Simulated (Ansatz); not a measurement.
Vibrational response of WC

Computed with Ansatz, DFT PBEsol, scalar-relativistic, plane waves, PAW. Cutoff 420 eV, 18×18×14 k-points (Γ-centred), Fermi-Dirac smearing of 0.15 eV. No spin polarisation. Phonons by linear response, acoustic sum rule imposed.

Equilibrium structure at this level:
```
W C
1.0
     2.89940    0.00000    0.00000
    -1.44970    2.51095    0.00000
     0.00000    0.00000    2.82652
W C
1 1
Direct
  0.00000 0.00000 0.00000
  0.66667 0.33333 0.50000
```

In a metal, frequencies and elastic constants depend on the k mesh and the smearing, soft modes and shear constants most. Spin–orbit coupling is left out, which can shift energies with elements as heavy as these.

Problem. Is this structure stable against zone-centre distortions?

Solution. Yes, at Γ: no optical mode is imaginary. Strains and other wave vectors aren't tested by this run.

Problem. List the optical modes at Γ (i marks imaginary ones).

Solution.
| frequency (THz) | degeneracy |
| --- | --- |
| 17.71 | 1 |
| 18.66 | 2 |

Cost: 1 run of about 0.77 core-minutes, on Intel Xeon 6975P-C (Granite Rapids) (shared hosts).